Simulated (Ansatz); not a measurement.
## NaB (Fm-3m), a film clamped to a substrate

Theory: DFT PBE, scalar-relativistic, plane waves, PAW in Ansatz. Settings: plane waves to 420 eV, k-mesh 16×16×16 (Γ-centred), Gaussian smearing 0.15 eV. No spin polarisation. Energies are free energies at this smearing, counted from the undisturbed cell; pressure is positive in compression.

Reference structure (as given, not relaxed at this level; it stands at 0.2 GPa, and it needn't be the usual structure):

```
Na B
1.0
     0.00000    2.68387    2.68387
     2.68387    0.00000    2.68387
     2.68387    2.68387    0.00000
Na B
1 1
Direct
  0.00000 0.00000 0.00000
  0.50000 0.50000 0.50000
```

The cell (2 atoms, V0 = 38.66 Å³) is strained by p along both x and y and by q along z, fractional coordinates fixed. τp = (1/V0) ∂E/∂p = (σxx + σyy)(1 + p)(1 + q) and τq = (1/V0) ∂E/∂q = σzz(1 + p)², with tension positive.

| p | q | ΔE (meV/atom) | τp (GPa) | τq (GPa) |
| --- | --- | --- | --- | --- |
| 0.000 | 0.000 | 0.00 | -0.34 | -0.17 |
| -0.030 | 0.000 | 10.66 | -5.80 | -0.24 |
| 0.030 | 0.000 | 6.53 | 3.75 | -0.12 |
| 0.000 | -0.030 | 5.31 | -0.38 | -2.90 |
| 0.000 | 0.030 | 3.19 | -0.27 | 1.82 |

Get the second derivatives of the energy density.

Central differences give A = ∂τp/∂p = 159 GPa (C11 + C22 + 2 C12), C = ∂τq/∂q = 79 GPa (C33) and the cross term B = ∂τq/∂p = 2.0 GPa (C13 + C23); ∂τp/∂q = 1.9 GPa must equal B, and any difference shows higher-order terms. Steps this large leave an error of some per cent of A or C in all of these, which can swamp a small B. The ions are clamped. In a cubic crystal C11 = C = 79, C12 = B/2 = 1.0 GPa and A should be 2(C11 + C12) = 159 GPa; the bulk modulus is (C11 + 2 C12)/3 = 26.9 GPa.

A film of this crystal grows with z along the normal on a substrate that imposes p. How does its thickness respond, and what does the misfit cost?

Count p and q from the stress-free cell. A free surface needs τq = 0, so q = −(B/C) p = -0.02 p. The energy density left is (A − B²/C) p²/2 = M p², with the biaxial modulus M = 80 GPa; a misfit of 1 % costs 0.96 meV/atom, against 0.96 meV/atom if the thickness were held.

At p = -0.030 the energies along q are 16.2 (q = -0.030), 10.7 (q = 0.000), 13.6 (q = 0.030) meV/atom.

Does the linear rule hold at this misfit?

A parabola through the lowest point and its neighbours has its minimum at q = 0.005, 10.6 meV/atom. With the stress left in the starting cell, τp0 and τq0, linear elasticity gives q = −(τq0 + Bp)/C = 0.003 and E = V0(τp0 p + τq0 q + Ap²/2 + Bpq + Cq²/2)/N = 9.8 meV/atom. The two agree within a tenth in energy.

In a metal these slopes depend on the k mesh and the smearing.